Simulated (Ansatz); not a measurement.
**Re₆PbS₈, a known structure type with other elements, at an estimated volume**

```xyz
15
Lattice="4.5903 2.6502 3.8068 -4.5903 2.6502 3.8068 0.0000 -5.3005 3.8068" Properties=species:S:1:pos:R:3 pbc="T T T"
S     0.0000    0.0000    2.7752
S     0.0000    0.0000    8.6453
S     1.1907   -2.5999    4.7566
S     1.6562    2.3311    4.7566
S    -2.8469    0.2687    4.7566
S    -1.1907    2.5999    6.6638
S    -1.6562   -2.3311    6.6638
S     2.8469   -0.2687    6.6638
Pb    0.0000    0.0000    0.0000
Re   -0.8556   -1.2801    4.5876
Re    1.5364   -0.1010    4.5876
Re   -0.6807    1.3810    4.5876
Re    0.8556    1.2801    6.8328
Re   -1.5364    0.1010    6.8328
Re    0.6807   -1.3810    6.8328
```

Method: PBEsol, no spin polarisation; PAW, plane waves to 420 eV, 5×5×5 Γ-centred mesh, cold occupations (width 0.189 eV) (Ansatz 0.2.0), atoms fixed.

Q: Describe some of the short contacts.

A: S–Re at 2.38 Å: least valence density 0.64 e/Å³ and ELF 0.39 there. Re–Re at 2.67 Å: least valence density 0.54 e/Å³ and ELF 0.49 there. S–Pb at 2.78 Å: least valence density 0.29 e/Å³ and ELF 0.24 there. These are pseudo-fields; inside the PAW spheres they differ from the all-electron ones.

Q: How is the charge shared?

A: Bader charges in e: Re +0.76, Pb +0.88, S -0.70 to -0.62. In the mean Pb gives up most and S takes most.

Q: Is the cell too large or too small?

A: The pressure is -7.3 GPa (compression positive), so with the atoms held at these fractions the cell would first shrink. The principal stresses -9.9, -6.0, -6.0 GPa differ, so its shape would change too.

Q: Which atom feels the largest force, and which way?

A: The largest is on S2 (and as large on other atoms): 0.77 eV/Å, components (0.00, 0.00, -0.77). It makes 40° with the line to a nearest neighbour, Re13 at 2.38 Å, pointing towards it.

Q: What is the formation energy?

A: -0.34 eV an atom against the elements' usual phases (free molecules for gases, crystals otherwise, with no correction for O₂ or N₂), so it is bound against them; other compounds may still compete. Relaxing would lower it.

Q: Is there a gap?

A: It is a metal, with about 8.5 states/eV a cell as the mean within 0.25 eV of the Fermi level, mostly Re d (66 %) and S p (13 %).

Origin: a known structure type with other elements, at an estimated volume, so it need not be a known compound. Caveats: many states at the Fermi level without spin polarisation, so a magnetic state may lie lower; wide smearing.
